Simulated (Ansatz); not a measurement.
## Phonons of LaP in the zincblende structure

Computed with Ansatz (plane waves, PAW, 420 eV cutoff): PBEsol, scalar-relativistic, no spin polarisation, Gaussian smearing of 0.05 eV; PAW files: Ansatz's generated set soft_2.

```
La P
1.0
     0.00000    3.27342    3.27342
     3.27342    0.00000    3.27342
     3.27342    3.27342    0.00000
La P
1 1
Direct
  0.00000 0.00000 0.00000
  0.25000 0.25000 0.25000
```

The start was a prototype's sites filled with these elements. The Crystallography Open Database lists the compound in space group Fm-3m (rock salt), so this is a trial structure.

Force constants come from finite displacements in a 2×2×2 supercell (the unit cell's 6×6×6 k-mesh, folded to it); the long-range dipole term is included. Points in reciprocal vectors of this cell: Γ = (0.000, 0.000, 0.000), X = (-0.500, -0.500, 0.000), U = (-0.375, -0.375, 0.250), K = (-0.375, 0.000, 0.375), L = (0.000, 0.000, 0.500), W = (-0.500, -0.250, 0.250).

Frequencies at the named points (cm⁻¹, imaginary ones negative):
| point | ω (cm⁻¹) |
| --- | --- |
| Γ | 0 0 0 240 240 302 |
| X | 60 60 139 218 218 272 |
| U | 52 87 127 223 232 259 |
| K | 52 87 127 223 232 259 |
| L | 28 28 132 233 233 271 |
| W | 76 77 125 224 237 251 |

Question: Is the structure dynamically stable along this path, and where does the spectrum end?

Answer: Yes: no branch is imaginary beyond numerical noise. The highest frequency is 302 cm⁻¹, at Γ. Points that don't fit the supercell are interpolated.

Question: What does the harmonic approximation give for the vibrational free energy, entropy and heat capacity?

Answer: Zero-point energy 29.5 meV/atom.
| T (K) | F_vib (meV/atom) | S (J/K per mole of atoms) | C_V (J/K per mole of atoms) |
| --- | --- | --- | --- |
| 100 | 21.9 | 15.9 | 16.1 |
| 200 | -2.0 | 29.3 | 21.8 |
| 300 | -37.4 | 38.5 | 23.4 |
| 400 | -81.0 | 45.4 | 24.1 |
| 500 | -130.9 | 50.8 | 24.4 |
| 600 | -185.9 | 55.2 | 24.5 |
| 700 | -245.2 | 59.0 | 24.7 |
| 800 | -308.1 | 62.3 | 24.7 |
| 900 | -374.3 | 65.2 | 24.8 |
| 1000 | -443.3 | 67.9 | 24.8 |

The highest mode, 302 cm⁻¹, is worth 430 K. At 300 K the heat capacity has reached 94 % of the classical limit 3R = 24.9 J/K per mole of atoms: a mode at k_BT already holds 92 % of its classical share, and one at 1.5 k_BT 83 %.

Cost: 40 s on 4 threads of Arm Neoverse V1, on a shared host, peak memory 1.5 GiB.

These numbers lack spin–orbit coupling.
